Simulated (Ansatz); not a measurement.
SnPb4S5:
Space group I4/mmm (No. 139); a = b = 4.204 Å, c = 29.722 Å, α = β = γ = 90.00°

| atom | site | symmetry | x | y | z |
|---|---|---|---|---|---|
| Sn | 2a | 4/mmm | 0.0000 | 0.0000 | 0.0000 |
| Pb | 4e | 4mm | 0.0000 | 0.0000 | 0.4010 |
| Pb | 4e | 4mm | 0.0000 | 0.0000 | 0.1998 |
| S | 2b | 4/mmm | 0.0000 | 0.0000 | 0.5000 |
| S | 4e | 4mm | 0.0000 | 0.0000 | 0.2994 |
| S | 4e | 4mm | 0.0000 | 0.0000 | 0.0976 |
(The calculation used a cell of 10 atoms; values per cell refer to that cell.)

Relaxed with r²SCAN. 

**Question.** HSE06 on this cell (Ansatz, a first-principles code, PAW) gives a gap of 0.46 eV. What does r²SCAN give?

**Answer.** 0.28 eV.

Cost on shared cores: the r²SCAN run (SCF on a 9×9×9 mesh, then bands and DOS) around 13 core-minutes (rough), the HSE06 run (SCF on 6×6×6, then a few points) around 80 core-minutes (rough); the tasks are unlike.

The workflow started from a Materials Project entry (that database holds measured and hypothetical structures alike); the Crystallography Open Database copy checked does not list it. Whether it is the stable phase at ambient conditions was not checked. The r²SCAN relaxation kept the symmetry of its start; whether a distortion lowers the energy is not shown. Scalar-relativistic: spin–orbit coupling is off unless named, which matters more the heavier the elements.

Potentials: the later of the program's two PAW sets.

Ansatz is a plane-wave DFT program.
